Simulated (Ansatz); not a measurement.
One relaxed cell of LaBr₃ at several levels

A database entry relaxed whole under r2SCAN at zero pressure (P6_3/m, No. 176):

```
CELL_PARAMETERS angstrom
8.07208 0.00000 0.00000
-4.03604 6.99062 0.00000
0.00000 0.00000 4.51323
ATOMIC_POSITIONS crystal
La 0.33333 0.66667 0.25000
La 0.66667 0.33333 0.75000
Br 0.38784 0.30077 0.25000
Br 0.08707 0.38784 0.75000
Br 0.69923 0.08707 0.25000
Br 0.61216 0.69923 0.75000
Br 0.91293 0.61216 0.25000
Br 0.30077 0.91293 0.75000
```

Its volume is 31.83 Å³ an atom, +2.7 % against the entry's 30.98, a cell as deposited in COD (1989).

Single points on this cell with plane-wave PAW DFT (Ansatz 0.2.0; r2SCAN 500 eV, hybrids 420 eV; fermi-dirac occupations of width 0.020 eV; no moments): r2SCAN on a 6×6×6 Γ-centred mesh; r2SCAN with spin-orbit coupling on a 6×6×4 Γ-centred mesh; HSE06 on a 6×6×2 Γ-centred mesh; PBE0 on a 6×6×2 Γ-centred mesh.

Question: What does each level give for gap and charges?

Answer: The runs give:

| level | gap (eV), or kind | pressure (GPa) | Bader charge of La (e) | Bader charge of Br (e) |
| --- | --- | --- | --- | --- |
| r2SCAN | 3.54 | 0.0 | +2.04 | -0.68 |
| r2SCAN with spin-orbit coupling | 3.33 | 0.0 | +2.04 | -0.68 |
| HSE06 | 4.64 | -0.2 | +2.07 | -0.69 |
| PBE0 | 5.37 | -0.3 | +2.08 | -0.69 |

Under r2SCAN the gap is 3.54 eV, over mesh and band path. HSE06 moves it by +1.09 eV and PBE0 by +1.82 eV; PBE0 keeps its exact exchange at long range, which widens the gap over HSE06's by 0.73 eV on their common mesh. Spin-orbit coupling moves the r2SCAN gap by -0.21 eV, which the hybrid values lack. The charge on La goes from +2.04 to +2.07 e under HSE06.

Caveats: the relaxation kept the start's symmetry; HSE06 is read on its mesh and at the zone's corners, PBE0 on its mesh alone; hybrid pressures are good to a few tenths of a GPa; pressure is positive in compression.
